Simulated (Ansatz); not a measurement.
W (bcc, W type)

```xyz
1
Lattice="-1.5846 1.5846 1.5846 1.5846 -1.5846 1.5846 1.5846 1.5846 -1.5846" Properties=species:S:1:pos:R:3 pbc="T T T"
W      0.0000     0.0000     0.0000
```

The volume is varied about the relaxed value V₀ at fixed cell shape. Symmetry pins the atoms to their sites.

All values below come from r2SCAN (plane waves to 500 eV, PAW, scalar-relativistic; Ansatz, a quantum-chemistry and plane-wave program). k mesh 21×21×21 (Γ-centred), Fermi-Dirac smearing 0.05 eV. Compression counts positive. Spin-orbit coupling is left out, though W is heavy. W is run without spin polarisation. W was relaxed with its symmetry unable to fall.

At one point of the scan the stress tensor (GPa) is:

```
   29.1      0.0      0.0
    0.0     29.1      0.0
    0.0      0.0     29.1
```

Task: Which point is it?
A. V/V₀ = 0.925
B. V/V₀ = 0.975
C. V/V₀ = 0.950
D. V/V₀ = 0.900

Result: A, V/V₀ = 0.925

(A scan under strain: stresses follow from slopes of the energy per volume, elastic moduli from its curvatures.)
